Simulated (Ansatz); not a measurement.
Os:
Space group P6₃/mmc (No. 194); a = 2.716 Å, b = 2.716 Å, c = 4.290 Å, α = 90.00°, β = 90.00°, γ = 120.00°

| atom | site | symmetry | x | y | z |
|---|---|---|---|---|---|
| Os | 2c | -6m2 | 0.3333 | 0.6667 | 0.2500 |

Relaxed at zero pressure with LDA (plane waves, PAW; program Ansatz).

Task: The volume is raised by 3 % and shape and atoms relax at that volume. What pressure results, and how do the axes share the change?

Result: -12.4 GPa; a 1.0 %, b 1.0 %, c 0.9 %; the energy rises by 16 meV/atom.

Task: Give the new structure.

Result: 
Space group P6₃/mmc (No. 194); a = 2.744 Å, b = 2.744 Å, c = 4.327 Å, α = 90.00°, β = 90.00°, γ = 120.00°

```
atom  site  symmetry       x       y       z
----  ----  --------  ------  ------  ------
Os      2c      -6m2  0.3333  0.6667  0.2500
```

The phase is kept; no other phase was compared at this pressure.

Space group P6_3/mmc (hcp (Mg type)). Symmetry was held in the LDA relaxation; of distortions, only those at the zone centre were tested. The run is not spin-polarised. Axis ratios of metals converge slowly with the k-mesh, so a and c are less sure than the volume. Spin–orbit coupling is left out wherever it is not named.

Potentials: the earlier of the program's two PAW sets.
